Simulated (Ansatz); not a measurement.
BaGe₃Pt:
```
BaGe3Pt
1.0
   -2.27512     2.27512     5.09520
    2.27512    -2.27512     5.09520
    2.27512     2.27512    -5.09520
Ba Pt Ge
1 1 3
Direct
  0.99918   0.99918   0.00000
  0.64766   0.64766   0.00000
  0.40064   0.40064   0.00000
  0.75411   0.25411   0.50000
  0.25411   0.75411   0.50000
```

Relaxed with PBEsol. Special points in fractions of this cell's reciprocal vectors: Γ (0.000, 0.000, 0.000); X (0.000, 0.000, 0.500); P (0.250, 0.250, 0.250); N (0.000, 0.500, 0.000); M (0.500, 0.500, -0.500); S (0.300, 0.700, -0.300); S0 (-0.300, 0.300, 0.300); R (-0.100, 0.100, 0.500); G (0.500, 0.500, -0.100).

### Question
List the band energies nearest the Fermi level at these points for the program Ansatz at the PBEsol with spin–orbit coupling level (PAW).

### Answer
In eV from the Fermi level; about four levels below and three above (degenerate sets whole), none deeper than 8.9 eV; points with the same levels are listed once.

| k | below | above |
|---|---|---|
| Γ | -1.91 -1.91 -1.66 -1.66 | 0.19 0.19 0.69 0.69 |
| X | -2.04 -2.04 -1.72 -1.72 | 2.45 2.45 3.50 3.50 |
| P | -2.03 -2.03 -1.76 -1.76 | 1.65 1.65 3.49 3.49 |
| N | -0.90 -0.90 -0.31 -0.31 | 0.14 0.14 1.52 1.52 |
| M | -2.18 -2.18 -0.31 -0.31 | 1.55 1.55 1.75 1.75 |
| S | -2.03 -2.03 -1.32 -1.32 -0.31 | 0.02 0.51 0.68 |
| R | -1.99 -1.97 -1.51 -1.16 | 2.24 2.25 2.86 |

Space group I4mm. The workflow started from an entry of the Crystallography Open Database (COD, 293 K). Whether it is the stable phase at ambient conditions was not checked. The cell was relaxed with PBEsol under the symmetry of its start; whether a distortion lowers the energy is not shown. No spin polarisation was allowed.

Potentials: the later of the program's two PAW sets.
